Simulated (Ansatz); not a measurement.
Rb$_{2}$IrF$_{6}$ (space group P-3m1)

```xyz
9
Lattice="5.9406 0.0000 0.0000 -2.9703 5.1447 0.0000 0.0000 0.0000 4.7982" Properties=species:S:1:pos:R:3 pbc="T T T"
Rb     0.0000     3.4298     3.7775
Rb     2.9703     1.7149     1.0207
Ir     0.0000     0.0000     2.3991
F      0.0000     1.6311     1.3372
F      2.9703     3.5136     3.4610
F      1.5578     4.3292     1.3372
F      1.4125     0.8155     3.4610
F     -1.5578     4.3292     1.3372
F      4.5281     0.8155     3.4610
```

Equation-of-state scan: isotropic scaling of the cell above, V₀ being its volume. The atoms relax within the cell's symmetry.

Method: PBEsol (plane waves to 420 eV, PAW, scalar-relativistic; Ansatz, a first-principles code). k mesh 9×9×10 (Γ-centred), Fermi-Dirac smearing 0.05 eV. The energy includes the smearing's −TS. Stress and pressure are positive under compression. With the shape held, the modulus is that of even scaling; a crystal free to change shape is softer. At this level the bands of Rb2IrF6 touch or barely overlap. Rb2IrF6 is run spin-polarised and with no Hubbard U. Rb2IrF6 was relaxed with its symmetry unable to fall. Relaxed Rb2IrF6 ends ferromagnetic. Spin-orbit coupling is left out, though Ir is heavy. The magnetic order is the one the run started from; other orders were not tried. The zero of ΔE is the relaxed starting cell. The last digit holds for this mesh only.

| V (Å³/atom) | ΔE (meV/atom) |
|---|---|
| 13.687 | 51.8 |
| 14.121 | 33.3 |
| 14.556 | 19.8 |
| 14.990 | withheld |
| 15.425 | 4.3 |
| 15.859 | 1.0 |
| 16.294 | 0.0 |
| 16.729 | 0.8 |
| 17.163 | 3.1 |
| 17.597 | 6.6 |
| 18.032 | 11.0 |
| 18.466 | 15.9 |
| 18.901 | 21.3 |

Fit a third-order Birch-Murnaghan form (E₀, V₀, B₀, B₀′ free) to the given rows and predict ΔE at V = 14.990.

Least squares on the 12 given rows: ΔE = E₀ + (9V₀B₀/16)·y²·[2 + (B₀′ − 4)y], y = (V₀/V)^(2/3) − 1, with V₀ = 16.302 Å³/atom, B₀ = 24.81 GPa (160.2 GPa = 1 eV/Å³; the term in eV is multiplied by 1000), B₀′ = 7.13, E₀ = 0.06 meV/atom; root-mean-square residual 0.08 meV/atom. At 14.990 the fit gives 10.3 meV/atom; the calculation gives 10.3 meV/atom, the same to the digits shown. For the pressure the fit gives 2.8 GPa against the computed 2.8 GPa.

(A scan under strain: stresses follow from slopes of the energy per volume, elastic moduli from its curvatures.)
